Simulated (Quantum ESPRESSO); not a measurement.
Inputs of pw.x and gipaw.x (a modified build of Quantum ESPRESSO, PBE) for NaLi$_{3}$Cl$_{4}$; the starting potential comes from an earlier run on another mesh:

```
&CONTROL
  calculation = 'scf'
  prefix = 'x'
  pseudo_dir = './pseudo'
  outdir = './out'
  tprnfor = .true.
/
&SYSTEM
  ibrav = 0
  nat = 8
  ntyp = 3
  ecutwfc = 60
  ecutrho = 240
  occupations = 'fixed'
  nbnd = 23
/
&ELECTRONS
  conv_thr = 1e-11
  startingpot = 'file'
/
ATOMIC_SPECIES
Na 22.990 Na.GGA_PBE-JTH.UPF
Cl 35.450 Cl.GGA_PBE-JTH.UPF
Li 6.940 Li.GGA_PBE-JTH.UPF
CELL_PARAMETERS angstrom
    5.324549906000     0.000000000000     0.000000000000
    0.000000000000     5.324549906000     0.000000000000
    0.000000000000     0.000000000000     5.324549906000
ATOMIC_POSITIONS crystal
Na     0.000000000000     0.000000000000     0.000000000000
Cl     0.500000000000     0.000000000000     0.000000000000
Li     0.000000000000     0.500000000000     0.500000000000
Cl     0.500000000000     0.500000000000     0.500000000000
Li     0.500000000000     0.000000000000     0.500000000000
Cl     0.000000000000     0.000000000000     0.500000000000
Li     0.500000000000     0.500000000000     0.000000000000
Cl     0.000000000000     0.500000000000     0.000000000000
K_POINTS automatic
3 3 3 1 1 1
```

```
&INPUTGIPAW
  job = 'nmr'
  prefix = 'x'
  tmp_dir = './out/'
  restart_mode = 'from_scratch'
  pawproj(1) = .true.
  pawproj(2) = .true.
  pawproj(3) = .true.
  use_nmr_macroscopic_shape = .false.
/
```

The cell was made here from a computed Materials Project entry: one of 4 Li replaced by Na, cell and atoms relaxed (PBE without dispersion, pw.x of Quantum ESPRESSO, symmetry kept). The parent is LiCl in Fm-3m. The swapped cell is a model, not a known phase. Stability against distortions was not tested.

**Question.** Give the final section of the GIPAW output.

**Answer.** 
```
     f-sum rule (should be   -42.8115):
           -42.8198          0.0000          0.0000
             0.0000        -42.8198          0.0000
             0.0000          0.0000        -42.8198

     Total NMR chemical shifts in ppm: ---------------------------------------
     (adopting the Simpson convention for anisotropy and asymmetry)-----------

     Atom  1  Na  pos: (  0.000000  0.000000  0.000000)  Total sigma:         521.32
           521.3245          0.0000         -0.0000
            -0.0000        521.3245          0.0000
            -0.0000          0.0000        521.3245

     Na      1    anisotropy:      0.00    eta:    0.0000

     Atom  2  Cl  pos: (  0.500000  0.000000  0.000000)  Total sigma:         928.93
           933.3992         -0.0000          0.0000
             0.0000        926.6938         -0.0000
            -0.0000          0.0000        926.6938

     Cl      2    anisotropy:      6.71    eta:    0.0000

     Atom  3  Li  pos: (  0.000000  0.500000  0.500000)  Total sigma:          81.50
            81.2198         -0.0000         -0.0000
             0.0000         81.6363          0.0000
             0.0000         -0.0000         81.6363

     Li      3    anisotropy:     -0.42    eta:    0.0000

     Atom  4  Cl  pos: (  0.500000  0.500000  0.500000)  Total sigma:         925.71
           925.7085         -0.0000         -0.0000
            -0.0000        925.7085          0.0000
             0.0000         -0.0000        925.7085

     Cl      4    anisotropy:      0.00    eta:    0.0000

     Atom  5  Li  pos: (  0.500000  0.000000  0.500000)  Total sigma:          81.50
            81.6363          0.0000          0.0000
             0.0000         81.2198          0.0000
             0.0000         -0.0000         81.6363

     Li      5    anisotropy:     -0.42    eta:    0.0000

     Atom  6  Cl  pos: (  0.000000  0.000000  0.500000)  Total sigma:         928.93
           926.6938          0.0000          0.0000
            -0.0000        926.6938         -0.0000
             0.0000         -0.0000        933.3992

     Cl      6    anisotropy:      6.71    eta:    0.0000

     Atom  7  Li  pos: (  0.500000  0.500000  0.000000)  Total sigma:          81.50
            81.6363          0.0000          0.0000
            -0.0000         81.6363          0.0000
            -0.0000         -0.0000         81.2198

     Li      7    anisotropy:     -0.42    eta:    0.0000

     Atom  8  Cl  pos: (  0.000000  0.500000  0.000000)  Total sigma:         928.93
           926.6938          0.0000         -0.0000
             0.0000        933.3992         -0.0000
            -0.0000          0.0000        926.6938

     Cl      8    anisotropy:      6.71    eta:    0.0000
```
The printed anisotropy is 3/2 (σ_33 − σ_iso) in the program's own order; the axes are left out here. Anisotropies that symmetry doesn't fix are less certain than the isotropic values. Shieldings are absolute and leave out the bulk-susceptibility term; a larger σ means a smaller chemical shift. By our sweeps, such settings leave a few ppm in absolute σ. The datasets of Na, Cl hold no d projectors, which limits absolute σ on these atoms.
